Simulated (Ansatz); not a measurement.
Space group Pm-3m (No. 221). a = 3.352 Å, b = 3.352 Å, c = 3.352 Å, α = 90.00°, β = 90.00°, γ = 90.00°
```
atom site symmetry x y z
  Cd    1b m-3m  0.5000  0.5000  0.5000
  Au    1a m-3m  0.0000  0.0000  0.0000
```

Equation of state of this CdAu structure (not necessarily the ground state), with shape and atoms relaxed at each volume where symmetry leaves them free. It has no gap at any of these volumes. Method: DFT r2SCAN, scalar-relativistic, plane waves, PAW in Ansatz.

Settings: cutoff 500 eV, Γ-centred mesh 12×12×12 on the computed 2-atom cell, Gaussian smearing of 0.10 eV; no spin polarisation.

| V (Å³/atom) | E − E(largest V) (meV/atom) | P (GPa) |
| --- | --- | --- |
| 16.573 | 68.72 | 19.36 |
| 17.138 | 12.13 | 12.97 |
| 17.703 | -24.01 | 7.75 |
| 18.268 | -43.43 | 3.48 |
| 18.833 | -49.26 | 0.01 |
| 19.398 | -44.13 | -2.82 |
| 19.963 | -30.04 | -5.13 |
| 20.717 | 0.00 | -7.56 |

Question: Fit a third-order Birch–Murnaghan equation to E(V).

Answer: V0 = 18.83 Å³/atom, B0 = 104 GPa, B0' = 5.9.

Spin-orbit coupling is left out, which matters for the bands of heavy elements.

Cost: 8 runs of about 2.3 core-minutes in all, on Arm Neoverse V1 (shared hosts).